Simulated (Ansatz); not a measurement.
Input:

Sn4Au:
```
Sn4Au
1.0
    3.27552    -5.81658     0.00000
    3.27552     5.81658     0.00000
    0.00000     0.00000     6.52989
Sn Au
8 2
Direct
  0.46881   0.20838   0.83380
  0.53119   0.79162   0.83380
  0.20838   0.46881   0.16620
  0.79162   0.53119   0.16620
  0.03119   0.29162   0.66620
  0.96881   0.70838   0.66620
  0.29162   0.03119   0.33380
  0.70838   0.96881   0.33380
  0.00000   0.00000   0.00000
  0.50000   0.50000   0.50000
```

This is the PBEsol-relaxed structure.

**Question.** All from PBEsol (plane waves, PAW; program Ansatz), unless another level is named. Give the highest zone-centre frequency.

**Answer.** 141 cm⁻¹.

**Question.** Next, the bulk modulus (Birch–Murnaghan fit)?

**Answer.** 63.1 GPa.

Space group Ccce. The workflow started from a Materials Project entry (that database holds measured and hypothetical structures alike); the Crystallography Open Database copy checked does not list it. COD files the formula under space group No. 41. Whether it is the stable phase at ambient conditions was not checked. The PBEsol relaxation kept the symmetry of its start; whether a distortion lowers the energy is not shown. As this level gives no gap, phonon frequencies hold no LO–TO term and depend on the k-mesh and smearing (Fermi–Dirac, 0.1 eV here). Spin–orbit coupling is left out wherever it is not named.

Potentials: the earlier of the program's two PAW sets. The files were generated under PBE; for other functionals the program regenerates the frozen cores, and for LDA and PBEsol the local potential too.
